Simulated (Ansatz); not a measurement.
MnNi₃ (Cu3Au type, Pm-3m), PBEsol (plane waves, PAW; program Ansatz), all energies at zero smearing, with the estimated change up to a 700 eV cutoff added, with one set of potentials and settings (totals compare only within such a set). Cell of 4 atoms (3 Ni, 1 Mn): -21284.023 eV.

```tsv
element	reference phase	E (eV/atom)
Ni	Fm-3m, 1 atoms in the cell, spin-polarised	-5804.9762
Mn	I-43m, 29 atoms in the cell, spin-polarised	-3868.8262
```

Formation energy per atom, worked out: (-21284.023 − 3×(-5804.9762) − 1×(-3868.8262))/4 = -0.067 eV/atom (-6 kJ per mol of atoms), at 0 K, without zero-point energy or fitted corrections.

The workflow started from an entry of the Crystallography Open Database (COD). Whether it is the stable phase at ambient conditions was not checked. Symmetry was held in the PBEsol relaxation; whether a distortion lowers the energy is not shown. Spin order of the final state: ferromagnetic, chosen from 5 collinear starts compared on coarse meshes (ties went to the first, and starts can fall back to one state), not a proven ground state. The references are the lowest solids computed at this level, not always the standard phases.

Potentials: the later of the program's two PAW sets.
